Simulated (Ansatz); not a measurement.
A relaxed cell of Ni (Fm-3m (No. 225)), relaxed on a k-mesh at least as fine as the one used below. These are PBE (plane waves to 420 eV, PAW, scalar-relativistic; Ansatz, an electronic-structure program) values and carry that method's errors. Γ-centred k-mesh 16×16×8 on the run's cell (coarser than for final values), Fermi–Dirac smearing 0.05 eV.

```
CELL_PARAMETERS angstrom
      0.00000     1.75926     1.75926
      1.75926     0.00000     1.75926
      3.51852     3.51852     0.00000
ATOMIC_POSITIONS crystal
  Ni 0.50000 0.50000 0.25000
  Ni 0.50000 0.50000 0.75000
```
Spin-polarised start, with parallel moments on Ni.

The atoms are displaced by (Å):

```csv
atom,ux,uy,uz
Ni1,0.007,-0.234,-0.014
Ni2,-0.060,-0.123,0.165
```

**Question.** What forces (eV/Å) and pressure result?

**Answer.** 
| atom | Fx | Fy | Fz |
|---|---|---|---|
| Ni1 | -0.53 | -0.07 | 0.76 |
| Ni2 | 0.53 | 0.07 | -0.76 |

Pressure +1.6 GPa.

**Question.** Estimate the energy cost of the displacement in the harmonic approximation and compare with the calculation.

**Answer.** For a harmonic well ΔE = −½ Σ F·u = 0.082 eV a cell, or 41 meV/atom. The calculated energy relative to the undisplaced cell is +0.04 eV/atom, so the harmonic estimate holds well.

Spin state reached: ferromagnetic (net 0.63 μB/atom), from parallel starting moments; other spin orders were not run from this start.

The run that gave the undisplaced cell could not lose the symmetry of its start; a randomly shaken copy of 2 atoms returns to this structure.
